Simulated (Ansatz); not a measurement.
GaS:
```
GaS
1.0
    3.53652     0.00000     0.00000
   -1.76826     3.06272     0.00000
    0.00000     0.00000    15.23703
Ga S
4 4
Direct
  0.33333   0.66667   0.17094
  0.66667   0.33333   0.67094
  0.66667   0.33333   0.82906
  0.33333   0.66667   0.32906
  0.33333   0.66667   0.60016
  0.66667   0.33333   0.10016
  0.66667   0.33333   0.39984
  0.33333   0.66667   0.89984
```

Relaxed with LDA.

### Question
Map the valence electron density (e/Å³), cut off at 0.9 on the plane through (0.333, 0.667, 0.171) spanned by u = [0, 0, 1] and v = [1, -1, 0] in lattice vectors, from the program Ansatz at the LDA level (PAW).

### Answer
x is the fraction of u, y of v (the angle between them is 90°; rows are the nearest grid lines); atoms in the plane: Ga at (0.00, 0.00), Ga at (0.50, 0.33), Ga at (0.66, 0.33), Ga at (0.16, 0.00), S at (0.43, 0.00), S at (0.93, 0.33), S at (0.23, 0.33), S at (0.73, 0.00).
```
|@@@+#@@@@:    :@@ #@.   .-%@ @@=.   .%@@|
|@@%+*@@@@:.   :%@=@@.   .:%@-@@-.   .#@@|
|@@=--%@@+:.   .=@@@#.    :+@@@*:    .-@@|
|#+-::=#*-.    .-*%%+.    .=#@#=.    .:+#|
|-:...:--:.     .-+=-     .:=+=:     ..:-|
|.     ...       ....      ....       ...|
|                                        |
|                                        |
|                                        |
|                                        |
|        ..                           .  |
|.     .:--:.     ..:.....::..     .:--:.|
|.     .-+*+:.    .:--:..:=-:.     :=*+-.|
|-.    :*@@@#:    .=@@+-=@@@*:.   .+@@@%-|
|-.   .:#@%@@-    .*@@#=+@@@@:.   :#@%@@-|
|=.   .-%@.@@=.   .#@@@+*@@@@:.   :@@:%@=|
|=.   .:%@*@@-.   .*@@%=*@@@@:.   :%@*@@=|
|-.   .:#@@@%:   .:+@@*-=@@@#:.   .*@@@@-|
|-.   .:*@@@+:   .:=@%=:-*@@+-.   .=@@@#-|
|=-...:=+**=:   .=*#+:...:-+*#+:.  .-+*+=|
|%+-::=##+=:.  .-#@@*..  .:+@@%=.  .:-+*%|
|@@=--%@@*-.   .+@@@%.   .:*@@@*:   .:=@@|
|@@%+*@@@@:.   :%@=@@.   .:%@-@@-.   .#@@|
|@@@+#@@@@:    :@@ #@.   .-%@ @@=.   .%@@|
```
Scale: ten equal steps from 0.000 (start of ' ') to 0.900 (end of '@'), in the order ' .:-=+*#%@'; x runs from 0.000 to 1.00, y from 0.000 (bottom) to 1.00 (top).

The density is the valence pseudo-density with augmentation charge, so density and ELF within about 1 Å of a nucleus are not all-electron values.

Space group P6_3/mmc. The LDA relaxation kept the symmetry of its start. A crystal of weakly bound layers computed without a dispersion correction: the cell and the soft elastic constants depend strongly on that.

Potentials: the later of the program's two PAW sets.
